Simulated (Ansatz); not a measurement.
# VClO: do energies and stresses tell the same story?

These are results of Ansatz, DFT PBEsol, scalar-relativistic, plane waves, PAW, not measurements.

Settings: cutoff 420 eV, Γ-centred mesh 12×10×6 on the computed 6-atom cell, Gaussian smearing of 0.10 eV; collinear spin from starting moments 1.61 1.61 0 0 0 0 μB.

Relaxed cell: Pmmn, a = 3.274 Å, b = 3.831 Å, c = 8.024 Å, α = 90.00°, β = 90.00°, γ = 90.00°, 6 atoms in the primitive cell. Whether it is the stable form of this composition wasn't checked.

Energies at zero smearing and pressures from the stress tensor, at volumes with shape and atoms relaxed:
```tsv
V (Å³/atom)	E − E(first) (meV/atom)	P (GPa)
15.768	0.00	0.906
16.272	-1.66	0.353
16.775	-2.13	0.013
17.278	-2.05	-0.148
17.781	-1.79	-0.171
```

Check P = −dE/dV between neighbouring volumes, and get the bulk modulus from the pressures alone.

With 1 eV/Å³ = 160.2 GPa:
```tsv
middle V (Å³/atom)	−ΔE/ΔV (GPa)	mean P (GPa)
16.020	0.529	0.630
16.523	0.150	0.183
17.026	-0.027	-0.067
17.530	-0.083	-0.159
```

The two differ by 0.101 GPa at most. The mean of two end pressures misses the average over a step by about ΔV² P″/12, up to 0.019 GPa here; with that taken off 0.086 GPa remains, from the smearing term (the stress is the derivative of the free energy), the finite cutoff, the mesh or the relaxation's tolerance. Around V = 16.775 Å³/atom, the two neighbours give B = −V ΔP/ΔV = 16.775 × 0.501 / 1.006 = 8.4 GPa, against B0 = 5.1 GPa from the Birch–Murnaghan fit of the energies, which describes these points poorly (B0' = 32.2).

Moments started parallel, and an antiferromagnetic order may lie lower. The cell holds layers, and where no dispersion correction was added their binding is poorly described.

Only this magnetic start was tried.